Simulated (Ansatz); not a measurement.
TiS2 (CdI2 type)

```
CELL_PARAMETERS angstrom
      3.29787     0.00000     0.00000
     -1.64893     2.85604     0.00000
      0.00000     0.00000     5.33994
ATOMIC_POSITIONS crystal
  Ti 0.00000 0.00000 0.00000
  S  0.33333 0.66667 0.26877
  S  0.66667 0.33333 0.73123
```

The relaxed cell is deformed in two ways at once: its volume V is scaled, and at that volume it is stretched along z (the c axis of the conventional cell) so that c/a changes. Fractional atomic positions are held.

Level of theory: PBEsol-D3(BJ) (plane waves to 420 eV, PAW, scalar-relativistic; Ansatz, a first-principles code). k mesh 16×16×9 (Γ-centred), Fermi-Dirac smearing 0.05 eV. The energy includes the smearing's −TS. As the atoms are clamped, bonds stretch with the cell, which overstates energies and stresses. With partly filled bands, the response to shear is sensitive to the k mesh, so small differences along c/a are uncertain. The PAW data are Ansatz's earlier set. TiS2 is run without spin polarisation. TiS2 was relaxed with its symmetry unable to fall. ΔE is measured from the relaxed starting cell.

| ΔE (eV/atom) | V/V₀ = 0.960 | V/V₀ = 0.973 | V/V₀ = 0.987 | V/V₀ = 1.000 | V/V₀ = 1.013 | V/V₀ = 1.027 | V/V₀ = 1.040 |
|---|---|---|---|---|---|---|---|
| (c/a)/(c/a)₀ = 0.880 | 0.079 | ___ | 0.067 | 0.065 | 0.064 | 0.067 | ___ |
| (c/a)/(c/a)₀ = 0.920 | ___ | ___ | 0.030 | 0.028 | 0.028 | 0.031 | ___ |
| (c/a)/(c/a)₀ = 0.960 | 0.018 | 0.012 | 0.008 | 0.007 | 0.007 | 0.010 | 0.015 |
| (c/a)/(c/a)₀ = 1.000 | 0.011 | 0.005 | 0.001 | 0.000 | 0.001 | 0.004 | 0.009 |
| (c/a)/(c/a)₀ = 1.040 | 0.016 | 0.010 | 0.007 | 0.006 | 0.008 | 0.011 | 0.017 |
| (c/a)/(c/a)₀ = 1.080 | 0.033 | 0.027 | 0.025 | 0.024 | 0.026 | 0.030 | ___ |
| (c/a)/(c/a)₀ = 1.120 | ___ | 0.055 | 0.053 | 0.053 | 0.055 | ___ | 0.065 |

**Question.** Fill in the missing entries.

**Answer.** 
- (c/a)/(c/a)₀ = 0.880, V/V₀ = 0.973: 0.072
- (c/a)/(c/a)₀ = 0.880, V/V₀ = 1.040: 0.071
- (c/a)/(c/a)₀ = 0.920, V/V₀ = 0.960: 0.041
- (c/a)/(c/a)₀ = 0.920, V/V₀ = 0.973: 0.034
- (c/a)/(c/a)₀ = 0.920, V/V₀ = 1.040: 0.035
- (c/a)/(c/a)₀ = 1.080, V/V₀ = 1.040: 0.035
- (c/a)/(c/a)₀ = 1.120, V/V₀ = 0.960: 0.060
- (c/a)/(c/a)₀ = 1.120, V/V₀ = 1.027: 0.059

(Under strain, the slope of the energy per volume gives the stress and its curvature an elastic modulus.)
